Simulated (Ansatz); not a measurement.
## CsRe2B2, a known structure type with other elements, at an estimated volume

```
Re B Cs
1.0
     0.00000    4.03727    0.00000
     4.03727    0.00000    0.00000
     2.01864    2.01864   -5.85173
Re B Cs
2 2 1
Direct
  0.75000 0.25000 0.50000
  0.25000 0.75000 0.50000
  0.37500 0.37500 0.25000
  0.62500 0.62500 0.75000
  0.00000 0.00000 0.00000
```

Method: PBE, no spin polarisation; PAW, plane waves to 420 eV, 9×9×9 Γ-centred mesh, fermi-dirac occupations (width 0.1 eV) (Ansatz 0.2.0), atoms fixed.

Problem. Metal or insulator?

Solution. It is a metal, with about 4.8 states/eV a cell as the mean within 0.25 eV of the Fermi level, mostly Re d (65 %) and B p (23 %).

Problem. Is it stable against the elements?

Solution. 1.30 eV an atom against the elements' usual phases (free molecules for gases, crystals otherwise, with no correction for O₂ or N₂), so at this geometry it isn't bound against them. Relaxing would lower it.

Problem. Which atom feels the largest force, and which way?

Solution. The largest is on B3 (and as large on other atoms): 3.50 eV/Å, components (0.00, 0.00, -3.50). It makes 54° with the line to a nearest neighbour, Re2 at 2.49 Å.

Problem. Give the Bader charges.

Solution. Bader charges in e: Cs +0.62, Re +0.17, B -0.48. In the mean Cs gives up most and B takes most.

Origin: a known structure type with other elements, at an estimated volume, so it need not be a known compound. Caveats: many states at the Fermi level without spin polarisation, so a magnetic state may lie lower; atoms or cell far from equilibrium.
